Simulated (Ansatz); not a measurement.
Au (fcc, Cu type)

```
CELL_PARAMETERS angstrom
      0.00000     2.07863     2.07863
      2.07863     0.00000     2.07863
      2.07863     2.07863     0.00000
ATOMIC_POSITIONS crystal
  Au 0.00000 0.00000 0.00000
```

E(V) scan at fixed shape, V₀ the volume above. Symmetry pins the atoms to their sites.

These are PBE (plane waves to 420 eV, PAW, scalar-relativistic; Ansatz, a first-principles code) values and carry that method's errors. k mesh 19×19×19 (Γ-centred), Fermi-Dirac smearing 0.05 eV. Energies are smeared free energies. Stress and pressure are positive under compression. Au was relaxed with its symmetry unable to fall. Spin-orbit coupling is left out, though Au is heavy. The PAW data are Ansatz's earlier set. The zero of ΔE is the relaxed starting cell.

Q: What ΔE (eV/atom) and P (GPa) does the calculation give at V/V₀ = 0.900, 0.950, 0.975, 1.025, 1.050?

A: 
```json
[
 {"V/V₀": "0.900", "ΔE (eV/atom)": "0.099", "P (GPa)": "20.0"},
 {"V/V₀": "0.950", "ΔE (eV/atom)": "0.022", "P (GPa)": "8.3"},
 {"V/V₀": "0.975", "ΔE (eV/atom)": "0.005", "P (GPa)": "3.8"},
 {"V/V₀": "1.025", "ΔE (eV/atom)": "0.005", "P (GPa)": "-3.2"},
 {"V/V₀": "1.050", "ΔE (eV/atom)": "0.017", "P (GPa)": "-5.8"}
]
```

(A scan under strain: stresses follow from slopes of the energy per volume, elastic moduli from its curvatures.)
